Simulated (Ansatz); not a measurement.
Suppose RbAg2 takes space group P4/mmm (No. 123), with Rb on 1c; Ag on 2g.

Method: Ansatz, DFT PBE, scalar-relativistic, plane waves, PAW. Cutoff 420 eV, Γ-centred mesh, Gaussian smearing, no spin polarisation.

The zero of energy is the elements' standard structures at the same level; no fitted shifts are applied.

Question: Predict the relaxed structure.

Answer:

Space group P4/mmm (No. 123). a = 4.855 Å, b = 4.855 Å, c = 5.384 Å, α = 90.00°, β = 90.00°, γ = 90.00°
```csv
atom,site,symmetry,x,y,z
Rb,1c,4/mmm,0.5000,0.5000,0.0000
Ag,2g,4mm,0.0000,0.0000,0.7490
```

Rb has 8 Ag at 3.69 Å; Ag has 2 Ag at 2.68–2.70 Å and 4 Rb at 3.69 Å. Another local minimum with the same sites may exist.

Question: Where does its energy lie, and is it a metal?

Answer: The energy over the elements is +0.23 eV/atom. The gap on the 10×10×10 mesh of the 3-atom cell is 0 eV (a metal). The separate elements lie lower, so it is unstable against them.

The last run used Gaussian smearing of 0.10 eV. A structure relaxed within its symmetry needn't be a true minimum.
